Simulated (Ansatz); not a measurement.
A relaxed cell of Al₂InAs₃ is given with its symmetry left out. The cell was found from a structure generator's guess, not taken from experiment.

Method: DFT PBE, scalar-relativistic, plane waves, PAW (Ansatz 0.2.0). Cutoff 420 eV, Γ-centred mesh, Gaussian smearing, no spin polarisation.

```
Al In As
1.0
     4.15541    0.00000    0.00000
    -2.07771    3.59869    0.00000
     0.00000    0.00000   10.18998
Al In As
2 1 3
Direct
  0.33333 0.66667 0.66054
  0.66667 0.33333 0.34009
  0.00000 0.00000 0.99829
  0.00000 0.00000 0.73636
  0.33333 0.66667 0.41654
  0.66667 0.33333 0.09818
```

The zero of energy is the elements' standard structures at the same level; no fitted shifts are applied.

**Question.** Find its symmetry and describe it.

**Answer.** P3m1 (No. 156), with Al and In ordered on zinc blende sites. Conventional cell: a = 4.155 Å, c = 10.190 Å. Al on its first site has 4 As at 2.49–2.52 Å; Al on its second site has 4 As at 2.47–2.52 Å; In has 4 As at 2.61–2.67 Å; As on its first site is surrounded by 3 Al at 2.52 Å and 1 In at 2.67 Å; 2 more sites not described.

**Question.** What is its formation energy per atom?

**Answer.** −0.377 eV/atom.

**Question.** Is it a metal?

**Answer.** No, the gap on the 6×6×4 mesh is 0.65 eV.

The last run used a 6×6×4 mesh (in the run's order of axes) for its 6-atom cell and Gaussian smearing of 0.02 eV. Kohn–Sham gaps at this level usually fall short of measured ones. The reference form of As is held partly by dispersion forces, which this level lacks. A structure relaxed within its symmetry needn't be a true minimum. Another cell of Al2InAs3 relaxed alike, in I-4m2, lies 14 meV/atom lower, so this cell isn't the stable form at this level.
